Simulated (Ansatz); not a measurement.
YTi$_{2}$Pb$_{4}$: single run (Ansatz)

Input:

```yaml
crystal:
  lattice:
    - [-3.792966, 3.792966, 3.09902]
    - [3.792966, -3.792966, 3.09902]
    - [3.792966, 3.792966, -3.09902]
  atoms:
    - { symbol: "Y", position: [0.0, 0.0, 0.0] }
    - { symbol: Pb, position: [0.303, 0.303, 0.606] }
    - { symbol: Pb, position: [0.303, 0.697, 0.0] }
    - { symbol: Pb, position: [0.697, 0.697, 0.394] }
    - { symbol: Pb, position: [0.697, 0.303, 0.0] }
    - { symbol: Ti, position: [0.75, 0.25, 0.5] }
    - { symbol: Ti, position: [0.25, 0.75, 0.5] }
  symmetry: { tolerance: 0.0003 }
kpoints:
  mp_grid: { grid: [1, 1, 1], shift: [0, 0, 0] }
magnetization:
  spin_polarized: false
scf:
  occupations: { method: fermi_dirac }
  max_iter: 100
hamiltonian:
  pseudopotentials: { kind: paw }
  xc: pbe
basis:
  ecutwfc: 420
output:
  forces: true
  stress: true
  eigenvalues: true
```

Run with:

```bash
ansatz run input.yaml --threads 1 --pin off --max-ram 2560MiB --backend cpu --events-out ev --progress --plain --runs-dir out
```

Origin of the cell: a known structure type with other elements, at an estimated volume, so it need not be a known compound.

The smearing width isn't typed, so it takes its default of 0.1 eV.

Output (shortened):

```
SCF iter   1: F=—  HF=-56474.635588 eV  Δρ=2.56e-2  dr2=7.07e-1
SCF iter   2: F=—  HF=-56474.627795 eV  Δρ=1.49e-2  dr2=2.19e-1
SCF iter   3: F=—  HF=-56474.643055 eV  Δρ=1.44e-3  dr2=3.91e-3
SCF iter   4: F=—  HF=-56474.644053 eV  Δρ=5.85e-4  dr2=7.60e-4
SCF iter   5: F=—  HF=-56474.644090 eV  Δρ=1.38e-4  dr2=3.55e-5
SCF iter   6: F=—  HF=-56474.644063 eV  Δρ=2.91e-5  dr2=1.74e-6
SCF iter   7: F=-56474.644064 eV  HF=-56474.644064 eV  Δρ=6.56e-6  dr2=7.04e-8
SCF 1 converged in 7 iterations: F = -56474.644064 eV  dr2 = 7.04e-8
SCF converged after 7 iterations
Free energy (F): -56474.644064 eV
Harris-Foulkes:  -56474.644064 eV  (|F-HF|=1.28e-8)
Internal energy: -56474.367006 eV  (E = F + TS)
E sigma→0 (E₀):  -56474.505535 eV
Entropy (-TS):   -0.277058 eV (-39.580 meV/atom)
[… 19 lines left out …]
  atom   3  Pb    -0.102098     0.102098     0.000000
  atom   4  Pb    -0.102098    -0.102098     0.000000
  atom   5  Pb     0.102098    -0.102098     0.000000
  atom   6  Ti    -0.000000    -0.000000     0.000000
  atom   7  Ti    -0.000000     0.000000     0.000000
  max |Σ_I F_I| component: 2.78e-17 eV/Å
--- Stress (GPa, compression-positive) ---
       -4.766491      -0.000000       0.000000
       -0.000000      -4.766491       0.000000
        0.000000      -0.000000      -0.154573
  P = ⅓ Tr σ = -3.2292 GPa (-32.292 kbar)
```

Question: Why shouldn't this run be trusted?

Answer: It holds one k-point for a small cell: `kpoints.mp_grid.grid` typed as [1, 1, 1]. The calculation finished and met its thresholds. Its numbers aren't properties of the system.

The run took 1.8 s on 1 thread of Intel(R) Xeon(R) Platinum 8488C (Sapphire Rapids), with other jobs on the host, peak memory 0.43 GiB, from the program's own first density.
